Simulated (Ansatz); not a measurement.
# Structure relaxation, Pt

The start is a relaxed Pt cell shaken by Gaussian noise of σ = 0.08 Å a coordinate. A full variable-cell relaxation at zero pressure is run with PBEsol (plane waves to 420 eV, PAW, scalar-relativistic; Ansatz, a first-principles code). The first steps use a coarse 8×8×8 k-mesh.

Starting cell:
```
CELL_PARAMETERS angstrom
     -3.12176     3.12176     3.12176
      3.12176    -3.12176     3.12176
      3.12176     3.12176    -3.12176
ATOMIC_POSITIONS crystal
  Pt 0.49352 0.47321 0.49244
  Pt 0.48916 0.99864 0.01332
  Pt 0.99729 0.05591 0.47192
  Pt 0.01839 0.50418 0.99446
  Pt 0.97350 0.96943 0.98054
  Pt 0.48672 0.00904 0.53637
  Pt 0.00696 0.53201 0.50023
  Pt 0.54458 0.47853 0.00883
```

Problem. What pressure does the first self-consistent step give?

Solution. +5.8 GPa (positive: the cell is compressed).

Problem. Which atoms feel the largest initial force, and how large is it?

Solution. 3.14 eV/Å, on Pt3 (atoms numbered as listed).

Problem. What band gap does the relaxed structure have at this level?

Solution. No gap (metallic).

Final values are on a 22×22×22 k-mesh of the relaxed cell. No spin polarisation in the result.

The relaxed structure here is a generated cell of Pt: the first start was made by placing the elements on the sites of a structure type, and the end was not matched to a known phase here, so it may be hypothetical. Known forms of Pt include space group No. 225.
